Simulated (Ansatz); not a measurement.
Computed with DFT PBE, scalar-relativistic, plane waves, PAW in Ansatz. All cells share a 420 eV cutoff and Γ-centred k meshes spaced at most about 0.3 Å⁻¹ (about 0.25 or finer for metals, 2π included). No spin polarisation in the final relaxations.

Temperature and zero-point effects are left out. All come from trial cells, and lower structures may exist.

Question: These unrelaxed guesses for Si5Sn are each relaxed within their symmetry. Order them by the energy at which they end, lowest first.
A.

```xyz
6
Lattice="5.6034 0.0000 0.0000 -2.8017 4.8527 0.0000 0.0000 0.0000 4.2683" Properties=species:S:1:pos:R:3 pbc="T T T"
Si    0.0000    3.2351    0.0000
Si    2.8017    1.6176    0.0000
Si    2.8017    0.0000    2.1342
Si    1.4008    2.4263    2.1342
Si   -1.4008    2.4263    2.1342
Sn    0.0000    0.0000    0.0000
```

B.

```xyz
6
Lattice="3.9266 0.0000 0.0000 -1.9633 3.4005 0.0000 0.0000 0.0000 8.3401" Properties=species:S:1:pos:R:3 pbc="T T T"
Si    1.9633    0.0000    4.1700
Si   -0.9817    1.7003    4.1700
Si    0.9817    1.7003    4.1700
Si    0.0000    0.0000    7.0213
Si    0.0000    0.0000    1.3188
Sn    0.0000    0.0000    4.1700
```

C.

```xyz
6
Lattice="4.4747 0.0000 0.0000 -2.2374 3.8752 0.0000 0.0000 0.0000 6.3455" Properties=species:S:1:pos:R:3 pbc="T T T"
Si    2.2374    0.0000    3.1727
Si   -1.1187    1.9376    3.1727
Si    1.1187    1.9376    3.1727
Si    0.0000    0.0000    4.0110
Si    0.0000    0.0000    2.3345
Sn    0.0000    0.0000    0.0000
```

D.

```xyz
6
Lattice="4.9201 0.0000 0.0000 0.0000 4.9201 0.0000 0.0000 0.0000 4.9190" Properties=species:S:1:pos:R:3 pbc="T T T"
Si    1.6466    0.0000    1.2803
Si    3.2736    0.0000    1.2803
Si    0.0000    1.6466    1.2803
Si    0.0000    3.2736    1.2803
Si    2.4601    2.4601    2.7096
Sn    0.0000    0.0000    2.3096
```

Answer: A (ends in P6/mmm, CaCu5 type, 0 meV/atom), C (ends in P6/mmm, 290 meV/atom), D (ends in P4/mmm, 0.31 eV/atom), B (ends in P6/mmm, 0.85 eV/atom). Even the lowest end lies +0.52 eV/atom against the elements.

Cells relaxed within their symmetry can be saddle points. Some candidate types were left out of the draw beforehand, so a known form may be missing.
